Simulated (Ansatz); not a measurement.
Nb:
```yaml
crystal:
  lattice:
    - [4.88971, 0.00000, 0.00000]
    - [-2.44485, 4.23461, 0.00000]
    - [0.00000, 0.00000, 2.67795]
  atoms:
    - { symbol: Nb, position: [0.00000, 0.00000, 0.00000] }
    - { symbol: Nb, position: [0.66667, 0.33333, 0.50000] }
    - { symbol: Nb, position: [0.33333, 0.66667, 0.50000] }
```

Relaxed with PBE. Special points in fractions of this cell's reciprocal vectors: Γ (0.000, 0.000, 0.000); M (0.500, 0.000, 0.000); K (0.333, 0.333, 0.000); A (0.000, 0.000, 0.500); L (0.500, 0.000, 0.500); H (0.333, 0.333, 0.500).

Problem. List the band energies nearest the Fermi level at these points for PBE with spin–orbit coupling in the plane-wave PAW code Ansatz.

Solution. In eV from the Fermi level; about four levels below and three above (degenerate sets whole), none deeper than 8.9 eV; points with the same levels are listed once.

```csv
k,below,above
Γ,-1.18 -1.18 -1.18 -1.18 -1.06 -1.06,0.51 0.51 0.66 0.66
M,-1.05 -1.05 -0.95 -0.95,1.42 1.42 1.98 1.98
K,-0.11 -0.11 -0.09 -0.09,2.61 2.61 2.63 2.63 2.64 2.64
A,-0.17 -0.17 -0.07 -0.07,1.07 1.07 1.16 1.16
L,-0.99 -0.99 -0.66 -0.66,0.80 0.80 0.85 0.85
H,-2.01 -2.01 -1.24 -1.24,0.04 0.04 0.14 0.14
```

Space group P6/mmm. The start of the workflow was typed in or built on a structure type; neither database checked (COD, Materials Project) lists it. It is not the phase usual at ambient conditions (space group No. 229). The cell was relaxed with PBE under the symmetry of its start; whether a distortion lowers the energy is not shown. No spin polarisation was allowed.

Potentials: the earlier of the program's two PAW sets.
